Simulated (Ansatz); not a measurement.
# ZnAgH$_{3}$: modes against the lattice constant

The calculation used DFT PBEsol, scalar-relativistic, plane waves, PAW in Ansatz 0.2.0. Settings: 420 eV plane-wave cutoff, Γ-centred 10×10×10 mesh, Fermi-Dirac smearing of 0.15 eV. No spin polarisation. Phonons by linear response, acoustic sum rule imposed.

The cell is fixed (symmetry leaves no force on the atoms) and stands under 3.0 GPa:
Space group Pm-3m (No. 221). a = 3.548 Å, b = 3.548 Å, c = 3.548 Å, α = 90.00°, β = 90.00°, γ = 90.00°
```csv
atom,site,symmetry,x,y,z
Ag,1a,m-3m,0.0000,0.0000,0.0000
Zn,1b,m-3m,0.5000,0.5000,0.5000
H,3c,4/mm.m,0.5000,0.5000,0.0000
```

Its imaginary modes show that this cell, the ideal cubic perovskite prototype, isn't a minimum of the energy. In a metal, frequencies and elastic constants depend on the k mesh and the smearing, soft modes and shear constants most.

Question: How do the optical zone-centre modes (counted from the lowest optical one, degenerate ones once; i marks imaginary ones) of this metal change over a = 3.439 and 3.548 Å?

Answer:
```
         a (Å)  3.439  3.548
pressure (GPa)   13.3    3.0
 mode 1 (cm⁻¹)   172i   258i
 mode 4 (cm⁻¹)      5    112
 mode 7 (cm⁻¹)    114    147
mode 10 (cm⁻¹)   1467   1270
```

Cost: 2 runs of about 2.8 core-minutes in all, on Arm Neoverse V1 (shared hosts).